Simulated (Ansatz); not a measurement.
# Zone-centre phonons of LiMg: input and output

Theory: DFT r2SCAN, scalar-relativistic, plane waves, PAW (Ansatz 0.2.0).

It can be run as:
```bash
ansatz run input.yaml --threads 1 --pin off --backend cpu --events-out ev --progress --plain --runs-dir out  # memory cap (--max-ram) not shown
```

Input (bare energies are in eV):
```yaml
crystal:
  lattice:
    - [1.7134000108, -2.4938910088, 0.0]
    - [1.7134000108, 2.4938910088, 0.0]
    - [0.0, 0.0, 4.9431202111]
  atoms:
    - { symbol: Li, position: [0.0, 0.0, 0.0] }
    - { symbol: Mg, position: [0.5, 0.5, 0.5] }
basis:
  ecutwfc: 500
kpoints:
  mp_grid: { grid: [14, 14, 10] }
hamiltonian:
  xc: r2scan
scf:
  occupations: { method: fermi_dirac, width: 0.15 }
output:
  eigenvalues: true
phonons:
  method: dfpt
  eigenvectors: true
```

The end of the output:
```
--- Phonons (Γ-DFPT): 6 representative perturbations + reference, on 984 of 1960 k-points (Σ response iterations 37) ---
  k mesh reduced under 1 symmetry operation, with k and −k counted as one. Each operation leaves every solved perturbation unchanged. A smaller set is not considered because the functional reads the kinetic-energy density
  ASR residual: 1.153e-4 → 0.000e0 eV/Å²; symmetrization residual: 2.607e-6 eV/Å²
  ASR residual per site (eV/Å²): 1.15e-4 3.04e-5
  Γ frequencies (cm⁻¹): 0.00 0.00 0.00 76.77 240.93 315.00
  non-analytic LO–TO correction: not included (Born effective charges unavailable; polar crystals: no LO–TO splitting at Γ)
```

In a metal, frequencies and elastic constants depend on the k mesh and the smearing, soft modes and shear constants most.